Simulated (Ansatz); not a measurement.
A distorted cell of Ag (fcc, Cu type):

```
CELL_PARAMETERS angstrom
      4.14918     0.00000     0.00000
      0.00000     4.14918     0.00000
      0.00000     0.00000     4.14918
ATOMIC_POSITIONS crystal
  Ag 0.00000 0.00000 0.00000
  Ag 0.50807 0.50807 0.00807
  Ag 0.50000 0.00000 0.50000
  Ag 0.00000 0.50000 0.50000
```

Method: PBE (plane waves to 420 eV, PAW, scalar-relativistic; Ansatz, a program for electronic structure). k mesh 9×9×9 (Γ-centred), Fermi-Dirac smearing 0.05 eV. E stands for the smeared free energy. Compression counts positive. With partly filled bands, energies and forces of such displacements shift with the k mesh and the smearing. On this mesh the relaxed cell isn't quite at rest: it carries a pressure of -0.1 GPa (compression positive) at the zero of the scan. Ag was relaxed with its symmetry unable to fall. The PAW data are Ansatz's earlier set.

### Question
What forces act on the atoms (eV/Å, Cartesian)?

### Answer
```csv
atom,Fx,Fy,Fz
Ag1,0.081,0.081,-0.007
Ag2,-0.154,-0.154,-0.154
Ag3,-0.007,0.081,0.081
Ag4,0.081,-0.007,0.081
```

### Question
In it atom 2 sits (0.033, 0.033, 0.033) Å away from its relaxed site. What is its energy relative to the relaxed cell?

### Answer
8 meV/cell.

(For displaced atoms, the force is minus the slope of the energy, and its curvature is a force constant, which sets phonon frequencies.)
